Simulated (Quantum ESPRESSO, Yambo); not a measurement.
CdOFH: DFT and GW levels

```
CdOFH
1.0
    3.53436     0.00000     0.00000
    0.00000     4.84469     0.00000
   -0.00816     0.00000     5.62795
H O F Cd
2 2 2 2
Cartesian
  2.64749   3.31459   1.53305
  0.87871   0.89225   4.09490
  0.87203   0.10440   3.48759
  2.65417   2.52675   2.14037
  0.87230   2.32424   5.03252
  2.65390   4.74659   0.59544
  2.63687   3.65546   4.12737
  0.88933   1.23312   1.50058
```

The geometry is that of Materials Project entry mp-1226809, symmetrised and not relaxed again.

Starting point: norm-conserving PBEsol (Quantum ESPRESSO, 102 Ry, without SOC). G0W0 in Yambo: 4×2×2 Γ-centred k mesh, bands 9 to 155 and a 7 Ry block in the screening, 155 bands in G with the Bruneval-Gonze terminator, plasmon pole fitted at 27.2 eV.

```yaml
PBEsol gap along the band path: 1.74 eV
PBEsol gap between the mesh's edge points ((0, 0, -0.5) → Γ): 1.74 eV
G0W0 gap between the same points: 3.67 eV
PBEsol smallest direct gap on the mesh (at Γ): 1.79 eV
G0W0 direct gap at that point: 3.73 eV
```

```csv
k point,band,E PBEsol (eV),E QP (eV),shift (eV),Z
Γ,VB,-0.05,-1.10,-1.06,0.79
Γ,CB,1.74,2.63,0.88,0.86
"(0, 0, -0.5)",VB,0.00,-1.05,-1.05,0.79
"(0, 0, -0.5)",CB,3.96,5.11,1.14,0.84
"(0, -0.5, -0.5)",VB,-0.30,-1.42,-1.12,0.79
"(0, -0.5, -0.5)",CB,5.10,6.54,1.44,0.84
"(-0.5, 0, 0)",VB,-0.94,-2.11,-1.17,0.80
"(-0.5, 0, 0)",CB,5.81,7.32,1.51,0.84
"(-0.5, 0, -0.5)",VB,-0.42,-1.61,-1.18,0.80
"(-0.5, 0, -0.5)",CB,6.33,7.99,1.66,0.84
"(-0.5, -0.5, 0)",VB,-0.31,-1.47,-1.17,0.80
"(-0.5, -0.5, 0)",CB,6.02,7.61,1.59,0.84
"(-0.5, -0.5, -0.5)",VB,-0.62,-1.77,-1.14,0.80
"(-0.5, -0.5, -0.5)",CB,5.96,7.54,1.58,0.85
```

Energies count from the PBEsol valence-band maximum.

Nearest settings tried, and what they do to the gap: 106 bands in W, 106 bands in G: +107 meV; 3 Ry block (59 vectors against 211): +26 meV. Not varied: mesh. So the settings aren't converged at that level.

Spin-orbit splittings are left out.

The structure is a Materials Project entry; no match was found in the copy of COD used, and its stability was not checked.
